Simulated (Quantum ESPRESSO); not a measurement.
# Pd2W2CuNb2Ta: input and log of a self-consistent run

Simulated, not a measurement. The program is pw.x of Quantum ESPRESSO 7.5 (plane-wave density functional theory). The cell is made up: eight metal atoms on a face-centred cubic lattice, with elements, volume, strain and displacements drawn at random and not relaxed, so it may be unstable or far from any real phase. PseudoDojo standard norm-conserving files set the functional (PBE unless stated); there is no spin polarisation or spin-orbit coupling, the Fermi-Dirac width of 0.25 eV means electrons at about 2900 K, and the masses in the input are unused placeholders. The copper pseudopotential is less sure than most, with forces differing by about three percent and pressure by about two GPa from a second method on plain copper. Heavy elements are run without spin-orbit coupling, which real alloys of them have. A spin test at this wide smearing found no moment, but such smearing suppresses magnetism that the real alloy may have.

Input:

```
&control calculation='scf', pseudo_dir='./dojo.nc.sr.pbe.v0_5.standard.upf', outdir='./o', disk_io='minimal', tprnfor=.true., tstress=.true. /
&system ibrav=0, nat=8, ntyp=5, nbnd=78, ecutwfc=92.02030273, nosym=.true., tot_charge=0,
 occupations='smearing', smearing='fd', degauss=0.0183746611
/
&electrons conv_thr=1.470e-08, electron_maxstep=70, mixing_beta=0.5 /
ATOMIC_SPECIES
Cu 1.0 Cu.upf
Nb 1.0 Nb.upf
Pd 1.0 Pd.upf
Ta 1.0 Ta.upf
W 1.0 W.upf
CELL_PARAMETERS angstrom
-4.1189 -0.0426 -0.0234
-2.1138 -4.0993 -1.9936
-2.067 -4.1764 6.0881
ATOMIC_POSITIONS angstrom
Pd -0.0067 -0.0255 -0.0032
W -2.0174 -4.1238 2.0802
Cu -2.0989 -2.1796 -0.0001
Nb -4.2395 -6.1664 2.1146
W -4.1604 -4.1671 4.0722
Ta -4.172 -4.1316 0.0169
Nb -4.1149 -2.0852 2.007
Pd -6.2643 -6.2864 4.0874
K_POINTS automatic
6 5 3 1 1 1
```

The log is shortened where brackets say so; the opening notice, blank lines, dates and the lines on written files are dropped, and the path of the files is cut. It prints rydbergs, bohrs and kilobars, and counts compression as positive stress. Its total energy is the free energy E - TS of the whole cell.

```
     Program PWSCF v.7.5
     Parallel version (MPI & OpenMP), running on       4 processor cores
     Number of MPI processes:                 4
     Threads/MPI process:                     1
     [start-up lines left out]
     bravais-lattice index     =            0
     lattice parameter (alat)  =       7.7841  a.u.
     unit-cell volume          =     920.1851 (a.u.)^3
     number of atoms/cell      =            8
     number of atomic types    =            5
     number of electrons       =       122.00
     number of Kohn-Sham states=           78
     kinetic-energy cutoff     =      92.0203  Ry
     charge density cutoff     =     368.0812  Ry
     scf convergence threshold =      1.5E-08
     mixing beta               =       0.5000
     number of iterations used =            8  plain     mixing
     Exchange-correlation= PBE
                           (   1   4   3   4   0   0   0)
     [axes and pseudopotential details left out]
   Cartesian axes
     site n.     atom                  positions (alat units)
         1        Pd     tau(   1) = (  -0.0016265  -0.0061905  -0.0007769  )
         2        W      tau(   2) = (  -0.4897569  -1.0011199   0.5050026  )
         3        Cu     tau(   3) = (  -0.5095423  -0.5291336  -0.0000243  )
         4        Nb     tau(   4) = (  -1.0292080  -1.4969945   0.5133538  )
         5        W      tau(   5) = (  -1.0100052  -1.0116317   0.9885932  )
         6        Ta     tau(   6) = (  -1.0128213  -1.0030135   0.0041028  )
         7        Nb     tau(   7) = (  -0.9989593  -0.5062164   0.4872321  )
         8        Pd     tau(   8) = (  -1.5207613  -1.5261265   0.9922832  )
     number of k points=    45  Fermi-Dirac smearing, width (Ry)=  0.0184
                       cart. coord. in units 2pi/alat
        k(    1) = (  -0.0827632  -0.0742222   0.0337507), wk =   0.0444444
        k(    2) = (  -0.0825418   0.0901532  -0.3044778), wk =   0.0444444
     [further k points left out]
     Dense  grid:   109749 G-vectors     FFT dimensions: (  48,  60,  90)
     Estimated max dynamical RAM per process >     413.11 MB
     Estimated total dynamical RAM >       1.54 GB
     Initial potential from superposition of free atoms
     starting charge     121.9928, renormalised to     122.0000
     Starting wfcs are   78 randomized atomic wfcs
     total cpu time spent up to now is       11.6 secs
     per-process dynamical memory:   317.4 Mb
     Self-consistent Calculation
     iteration #  1     ecut=    92.02 Ry     beta= 0.50
     Davidson diagonalization with overlap
     ethr =  1.00E-02,  avg # of iterations =  5.1
     total cpu time spent up to now is       43.5 secs
     total energy              =   -1586.12083416 Ry
     estimated scf accuracy    <      26.76418564 Ry
     iteration #  2     ecut=    92.02 Ry     beta= 0.50
     Davidson diagonalization with overlap
     ethr =  1.00E-02,  avg # of iterations =  4.9
     total cpu time spent up to now is       82.3 secs
     total energy              =   -1592.25746094 Ry
     estimated scf accuracy    <     186.93077719 Ry
     iteration #  3     ecut=    92.02 Ry     beta= 0.50
     Davidson diagonalization with overlap
     ethr =  1.00E-02,  avg # of iterations =  4.8
     total cpu time spent up to now is      119.0 secs
     total energy              =   -1603.90199214 Ry
     estimated scf accuracy    <      12.01299617 Ry
     iteration #  4     ecut=    92.02 Ry     beta= 0.50
     Davidson diagonalization with overlap
     ethr =  9.85E-03,  avg # of iterations =  1.8
     total cpu time spent up to now is      142.4 secs
     total energy              =   -1604.08976039 Ry
     estimated scf accuracy    <       7.23674354 Ry
     iteration #  5     ecut=    92.02 Ry     beta= 0.50
     Davidson diagonalization with overlap
     ethr =  5.93E-03,  avg # of iterations =  1.2
     total cpu time spent up to now is      164.6 secs
     total energy              =   -1604.05306850 Ry
     estimated scf accuracy    <       3.82340778 Ry
     [iterations 6 to 14 left out]
     iteration # 15     ecut=    92.02 Ry     beta= 0.50
     Davidson diagonalization with overlap
     ethr =  9.26E-09,  avg # of iterations =  2.9
     total cpu time spent up to now is      416.7 secs
     total energy              =   -1603.90587201 Ry
     estimated scf accuracy    <       0.00000867 Ry
     iteration # 16     ecut=    92.02 Ry     beta= 0.50
     Davidson diagonalization with overlap
     ethr =  7.10E-09,  avg # of iterations =  1.3
     total cpu time spent up to now is      438.0 secs
     total energy              =   -1603.90587255 Ry
     estimated scf accuracy    <       0.00000464 Ry
     iteration # 17     ecut=    92.02 Ry     beta= 0.50
     Davidson diagonalization with overlap
     ethr =  3.80E-09,  avg # of iterations =  1.1
     total cpu time spent up to now is      458.7 secs
     total energy              =   -1603.90587292 Ry
     estimated scf accuracy    <       0.00000026 Ry
     iteration # 18     ecut=    92.02 Ry     beta= 0.50
     Davidson diagonalization with overlap
     ethr =  2.15E-10,  avg # of iterations =  3.0
     total cpu time spent up to now is      483.9 secs
     total energy              =   -1603.90587294 Ry
     estimated scf accuracy    <       0.00000024 Ry
     iteration # 19     ecut=    92.02 Ry     beta= 0.50
     Davidson diagonalization with overlap
     ethr =  1.96E-10,  avg # of iterations =  1.4
     total cpu time spent up to now is      505.3 secs
     End of self-consistent calculation
     [lines on levels left out]
!    total energy              =   -1603.90587297 Ry
     estimated scf accuracy    <       0.00000001 Ry
     smearing contrib. (-TS)   =      -0.11764519 Ry
     internal energy E=F+TS    =   -1603.78822778 Ry
     The total energy is F=E-TS. E is the sum of the following terms:
     one-electron contribution =    -568.72529962 Ry
     hartree contribution      =     351.46556542 Ry
     xc contribution           =    -278.97404623 Ry
     ewald contribution        =   -1107.55444734 Ry
     convergence has been achieved in  19 iterations
     Forces acting on atoms (cartesian axes, Ry/au):
     atom    1 type  3   force =     0.00113754   -0.00767380    0.00382881
     atom    2 type  5   force =    -0.02939997    0.01309005    0.00799383
     atom    3 type  1   force =     0.00035247    0.01722884   -0.00876324
     atom    4 type  2   force =     0.02559570   -0.02550195    0.04776916
     atom    5 type  5   force =     0.00368075   -0.00432362    0.00458809
     atom    6 type  4   force =     0.00557350    0.01639389   -0.03050399
     atom    7 type  2   force =    -0.00372881   -0.01213695   -0.03416460
     atom    8 type  3   force =    -0.00321119    0.00292355    0.00925194
     Total force =     0.088612     Total SCF correction =     0.000285
     Computing stress (Cartesian axis) and pressure
          total   stress  (Ry/bohr**3)                   (kbar)     P=      -61.34
  -0.00061125  -0.00003157  -0.00002976          -89.92       -4.64       -4.38
  -0.00003157  -0.00037891   0.00002580           -4.64      -55.74        3.79
  -0.00002976   0.00002580  -0.00026072           -4.38        3.79      -38.35
     init_run     :     10.96s CPU     11.36s WALL (       1 calls)
     electrons    :    482.82s CPU    493.83s WALL (       1 calls)
     forces       :      3.44s CPU      3.49s WALL (       1 calls)
     stress       :     11.65s CPU     11.97s WALL (       1 calls)
     [timing details left out]
     PWSCF        :   8m29.07s CPU   8m40.96s WALL
     JOB DONE.
```

In other units: free energy -21822.251 eV for the cell, pressure -6.13 GPa, largest force component 1.228 eV/Å in size. The run took 523 s of wall time with four MPI processes on a shared machine (Intel Xeon, older, virtual cores), so the time is rough. A rerun of this cell at a higher cutoff and on a denser mesh moved values by no more than 0.005 eV in energy, 0.04 GPa in stress and 0.006 eV/Å in force, and a second program with other atomic files agreed on that cell to 2 % rms in force and 0.5 GPa in pressure.